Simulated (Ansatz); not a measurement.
## Does this entry for PbSeO4 lie near equilibrium?

The cell is a COD entry, taken as it stands.

```cif
data_PbSeO4
_symmetry_space_group_name_H-M 'Pnma'
_symmetry_Int_Tables_number 62
_cell_length_a 8.5920
_cell_length_b 5.6300
_cell_length_c 7.1290
_cell_angle_alpha 90.000
_cell_angle_beta 90.000
_cell_angle_gamma 90.000
loop_
_atom_site_label
_atom_site_type_symbol
_atom_site_symmetry_multiplicity
_atom_site_Wyckoff_symbol
_atom_site_fract_x
_atom_site_fract_y
_atom_site_fract_z
Pb Pb 4 c 0.1844 0.2500 0.1587
Se Se 4 c 0.0640 0.2500 0.6900
O9 O 4 c 0.9080 0.2500 0.6120
O13 O 4 c 0.1870 0.2500 0.5430
O17 O 8 d 0.0790 0.0340 0.8130
```

One atom of each set is listed.

Computed with Ansatz: DFT, PBE, plane waves and PAW, scalar-relativistic, 420 eV cutoff, Γ-centred 3×4×4 k-points, Fermi–Dirac smearing 0.02 eV.

(1) Do the atoms and the cell lie near the calculated equilibrium?

Results:

(1) No. The largest force is 15 eV/Å, on atom 9 (O: 1 Se at 1.45 Å; also 1 Pb at 2.72 Å), and the pressure is 43.0 GPa. Such values can come from a cell under pressure, imprecise or misplaced coordinates, missing atoms or a wrong setting of the space group; the run alone doesn't tell which, and gradients calculated on this entry can't be taken for those of the compound at ambient conditions.
